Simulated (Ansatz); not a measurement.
**Which state of In3CoTe4 comes out lowest in this cell?**

In3CoTe4 is taken as a small unrelaxed cell with one substitutional d or f atom, 8 atoms in the cell. One In of COD entry 1539306 is replaced by Co, with no charge compensation.

```
CELL_PARAMETERS angstrom
6.16000 0.00000 0.00000
0.00000 6.16000 0.00000
0.00000 0.00000 6.16000
ATOMIC_POSITIONS crystal
In 0.00000 0.00000 0.00000
Te 0.50000 0.00000 0.00000
Co 0.00000 0.50000 0.50000
Te 0.50000 0.50000 0.50000
In 0.50000 0.00000 0.50000
Te 0.00000 0.00000 0.50000
In 0.50000 0.50000 0.00000
Te 0.00000 0.50000 0.00000
```

Site labels below count the atoms in this order, from 1.

Method: DFT, PBE+U, PAW, plane waves, scalar-relativistic (Ansatz development build ahead of 0.2.0).

```
Hubbard term (Dudarev form) : U − J = 3.6 eV on Co d, on Löwdin-orthonormalised all-electron atomic orbitals
Plane-wave cutoff           : 420 eV
k-point mesh                : 3×3×3 (Γ-centred)
Occupations                 : Fermi–Dirac smearing, 0.02 eV
```

Moments by site are taken inside atomic spheres; the rest lies between them.

A static U favours moments and orbital order; the result depends on U and need not be the measured state. With one magnetic atom in the cell its copies can only be parallel; orders in a larger cell may lie lower.

The mesh is too coarse to rank close states of a metal with certainty: differences of some tens of meV/atom may change, at times in sign.

Only collinear orders within this cell were tried; the true ground state may need a larger cell.

“Plain SCF” means no search for lower states. Ends within 0.2 meV/atom and 0.1 μB count as one state.

Predict the lowest-energy solution among 12 converged runs.

Spin-polarised, site moments Co3 1.97 μB, total 2.00 μB per cell, no gap on the k-mesh.

How much higher is the free energy without spin polarisation?

241 meV/atom (1.93 eV per cell); the unpolarised solution has no gap on the mesh and a pressure of -2.1 GPa against -1.1 GPa.

A run starts from: whole orbital fillings typed, random choice 3 of orbitals (Co3 5 up 3 down), symmetry off, plain SCF [spin density started apart from these, at Co3 0.30 μB]. What does it converge to?

It converges in 17 iterations to a state 14.4 meV/atom above the lowest: spin-polarised, site moments Co3 2.12 μB, total 2.00 μB per cell, no gap on the k-mesh.
